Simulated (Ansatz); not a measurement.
Geometry optimisation in Ansatz: input, command and trajectory.

```yaml
crystal:
  lattice:
    - [3.0006343933, 1.7324170747, 4.8409409003]
    - [-3.0006343933, 1.7324170747, 4.8409409003]
    - [0.0, -3.4648341494, 4.8409409003]
  atoms:
    - { symbol: Ti, position: [0.2496777461, 0.761847834, 0.2496777461] }
    - { symbol: Ti, position: [0.2496777461, 0.2496777461, 0.761847834] }
    - { symbol: Ti, position: [0.761847834, 0.2496777461, 0.2496777461] }
    - { symbol: Ti, position: [0.238152166, 0.7503222539, 0.7503222539] }
    - { symbol: Ti, position: [0.7503222539, 0.238152166, 0.7503222539] }
    - { symbol: Ti, position: [0.7503222539, 0.7503222539, 0.238152166] }
    - { symbol: Ti, position: [0.2451629336, 0.2451629336, 0.2451629336] }
    - { symbol: Ti, position: [0.7548370664, 0.7548370664, 0.7548370664] }
    - { symbol: C, position: [0.0, 0.0, 0.5] }
    - { symbol: C, position: [0.5, 0.0, 0.0] }
    - { symbol: C, position: [0.0, 0.5, 0.0] }
    - { symbol: C, position: [0.5, 0.5, 0.5] }
    - { symbol: C, position: [0.0, 0.0, 0.0] }
basis:
  ecutwfc: 500
kpoints:
  mp_grid: { grid: [6, 6, 6] }
hamiltonian:
  xc: r2scan
scf:
  occupations: { method: gaussian, width: 0.1 }
output:
  forces: true
  stress: true
  eigenvalues: true
relax:
  adjacent_minimum: "off"
  f_tol: 0.01
  max_steps: 30
  cell: { stress_tol: 0.1, fix: [volume] }
```

```bash
ansatz run input.yaml --threads 4 --pin off --max-ram 10240MiB --backend cpu --events-out ev --progress --plain --runs-dir out
```

The calculation used DFT r2SCAN, scalar-relativistic, plane waves, PAW (Ansatz).

The volume is held at 0.94 times that of the relaxed cell.

Of 5 frames 4 are shown, positions in Å and forces in eV/Å; the SCF threshold varies from step to step. Steps run on the plane waves of an earlier cell, with a Pulay correction in the pressure. The basis is chosen afresh for the last frame, the zero of the energies, and at times for earlier ones too; energy and pressure can step there, also at an unchanged geometry. Where two frames share a geometry here, they differ by under 2 meV/atom and 0.3 GPa.

```xyz
13
Lattice="3.0006 1.7324 4.8409 -3.0006 1.7324 4.8409 0.0000 -3.4648 4.8409" Properties=species:S:1:pos:R:3:forces:R:3 pbc="T T T" step=1 free_energy_over_end_meV_per_atom=1.20 pressure_GPa=13.64
Ti   -1.5368    0.8873    6.1054    0.1593   -0.0920   -0.2509
Ti    0.0000   -1.7746    6.1054    0.0000    0.1840   -0.2509
Ti    1.5368    0.8873    6.1054   -0.1593   -0.0920   -0.2509
Ti   -1.5368   -0.8873    8.4174    0.1593    0.0920    0.2509
Ti    1.5368   -0.8873    8.4174   -0.1593    0.0920    0.2509
Ti    0.0000    1.7746    8.4174    0.0000   -0.1840    0.2509
Ti    0.0000    0.0000    3.5605    0.0000    0.0000    0.3877
Ti    0.0000    0.0000   10.9624    0.0000    0.0000   -0.3877
C     0.0000   -1.7324    2.4205    0.0000    0.0000    0.0000
C     1.5003    0.8662    2.4205    0.0000    0.0000    0.0000
C    -1.5003    0.8662    2.4205    0.0000    0.0000    0.0000
C     0.0000    0.0000    7.2614    0.0000    0.0000    0.0000
C     0.0000    0.0000    0.0000    0.0000    0.0000    0.0000
13
Lattice="3.0047 1.7348 4.8279 -3.0047 1.7348 4.8279 0.0000 -3.4695 4.8279" Properties=species:S:1:pos:R:3:forces:R:3 pbc="T T T" step=2 free_energy_over_end_meV_per_atom=0.09 pressure_GPa=12.32
Ti   -1.5324    0.8847    6.0781   -0.0408    0.0236    0.0554
Ti    0.0000   -1.7695    6.0781    0.0000   -0.0471    0.0554
Ti    1.5324    0.8847    6.0781    0.0408    0.0236    0.0554
Ti   -1.5324   -0.8847    8.4054   -0.0408   -0.0236   -0.0554
Ti    1.5324   -0.8847    8.4054    0.0408   -0.0236   -0.0554
Ti    0.0000    1.7695    8.4054    0.0000    0.0471   -0.0554
Ti    0.0000    0.0000    3.5695    0.0000    0.0000   -0.0991
Ti    0.0000    0.0000   10.9141    0.0000    0.0000    0.0991
C     0.0000   -1.7348    2.4139    0.0000    0.0000    0.0000
C     1.5023    0.8674    2.4139    0.0000    0.0000    0.0000
C    -1.5023    0.8674    2.4139    0.0000    0.0000    0.0000
C     0.0000    0.0000    7.2418    0.0000    0.0000    0.0000
C     0.0000    0.0000    0.0000    0.0000    0.0000    0.0000
13
Lattice="3.0023 1.7334 4.8354 -3.0023 1.7334 4.8354 0.0000 -3.4668 4.8354" Properties=species:S:1:pos:R:3:forces:R:3 pbc="T T T" step=3 free_energy_over_end_meV_per_atom=0.00 pressure_GPa=12.57
Ti   -1.5325    0.8848    6.0896    0.0008   -0.0004    0.0049
Ti    0.0000   -1.7695    6.0896    0.0000    0.0009    0.0049
Ti    1.5325    0.8848    6.0896   -0.0008   -0.0004    0.0049
Ti   -1.5325   -0.8848    8.4166    0.0008    0.0004   -0.0049
Ti    1.5325   -0.8848    8.4166   -0.0008    0.0004   -0.0049
Ti    0.0000    1.7695    8.4166    0.0000   -0.0009   -0.0049
Ti    0.0000    0.0000    3.5711    0.0000    0.0000   -0.0152
Ti    0.0000    0.0000   10.9351    0.0000    0.0000    0.0152
C     0.0000   -1.7334    2.4177    0.0000    0.0000    0.0000
C     1.5012    0.8667    2.4177    0.0000    0.0000    0.0000
C    -1.5012    0.8667    2.4177    0.0000    0.0000    0.0000
C     0.0000    0.0000    7.2531    0.0000    0.0000    0.0000
C     0.0000    0.0000    0.0000    0.0000    0.0000    0.0000
13
Lattice="3.0031 1.7338 4.8330 -3.0031 1.7338 4.8330 0.0000 -3.4677 4.8330" Properties=species:S:1:pos:R:3:forces:R:3 pbc="T T T" step=5 free_energy_over_end_meV_per_atom=0.00 pressure_GPa=12.58
Ti   -1.5328    0.8850    6.0866    0.0002   -0.0001    0.0000
Ti    0.0000   -1.7699    6.0866    0.0000    0.0003    0.0000
Ti    1.5328    0.8850    6.0866   -0.0002   -0.0001    0.0000
Ti   -1.5328   -0.8850    8.4124    0.0002    0.0001    0.0000
Ti    1.5328   -0.8850    8.4124   -0.0002    0.0001    0.0000
Ti    0.0000    1.7699    8.4124    0.0000   -0.0003    0.0000
Ti    0.0000    0.0000    3.5688    0.0000    0.0000    0.0000
Ti    0.0000    0.0000   10.9301    0.0000    0.0000    0.0000
C     0.0000   -1.7338    2.4165    0.0000    0.0000    0.0000
C     1.5015    0.8669    2.4165    0.0000    0.0000    0.0000
C    -1.5015    0.8669    2.4165    0.0000    0.0000    0.0000
C     0.0000    0.0000    7.2495    0.0000    0.0000    0.0000
C     0.0000    0.0000    0.0000    0.0000    0.0000    0.0000
```

Time: 2.7 min on 4 threads of AMD EPYC (Zen 3), on a shared host, peak memory 1.2 GiB.